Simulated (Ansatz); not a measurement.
Relaxed Sc (hcp, Mg type):

```yaml
crystal:
  lattice:
    - [6.65898, 0.00000, 0.00000]
    - [-1.66475, 2.88342, 0.00000]
    - [0.00000, 0.00000, 5.19194]
  atoms:
    - { symbol: Sc, position: [0.16667, 0.66667, 0.75000] }
    - { symbol: Sc, position: [0.66667, 0.66667, 0.75000] }
    - { symbol: Sc, position: [0.33333, 0.33333, 0.25000] }
    - { symbol: Sc, position: [0.83333, 0.33333, 0.25000] }
```

A phonon eigenvector at M = (0.5, 0.0, 0.0) is frozen into this cell: atom i moves by Q times the vector below, so Q is the largest atomic displacement, in Å. The cell is held. (q is in reciprocal vectors of the primitive cell; the cell shown is doubled to hold the pattern.)

| atom | x | y | z |
|---|---|---|---|
| Sc1 | 0.000 | 0.000 | -1.000 |
| Sc2 | 0.000 | 0.000 | 1.000 |
| Sc3 | 0.000 | 0.000 | -1.000 |
| Sc4 | 0.000 | 0.000 | 1.000 |

Calculation: r2SCAN (plane waves to 500 eV, PAW, scalar-relativistic; Ansatz, an electronic-structure program). k mesh 8×16×9 (Γ-centred), Fermi-Dirac smearing 0.05 eV. Energies are smeared free energies. With partly filled bands, energies and forces of such displacements shift with the k mesh and the smearing. Sc is run without spin polarisation. Sc was relaxed with its symmetry unable to fall. ΔE is measured from the undisplaced structure. The last digit holds for this mesh only.

```tsv
Q (Å)	ΔE (meV/cell)
-0.2800	withheld
-0.2333	323.0
-0.1867	207.3
-0.1400	116.6
-0.0933	51.8
-0.0467	12.9
0.0000	0.0
0.0467	12.9
0.0933	51.8
0.1400	116.6
0.1867	207.3
0.2333	323.0
0.2800	withheld
```

### Question
Fit an even polynomial form (powers 2, 4) to the given rows and predict ΔE at Q = 0.2800.

### Answer
Least squares on the 11 given rows: ΔE = (5961)·Q² + (-478.8)·Q⁴, in meV/cell with Q in Å; root-mean-square residual 0.07 meV/cell. At 0.2800 the fit gives 464.4 meV/cell; the calculation gives 462.5 meV/cell, so the extrapolation is off by 1.9 (+0.4 %). The quadratic term alone would give 467.3 meV/cell.

(For displaced atoms, the force is minus the slope of the energy, and its curvature is a force constant, which sets phonon frequencies.)
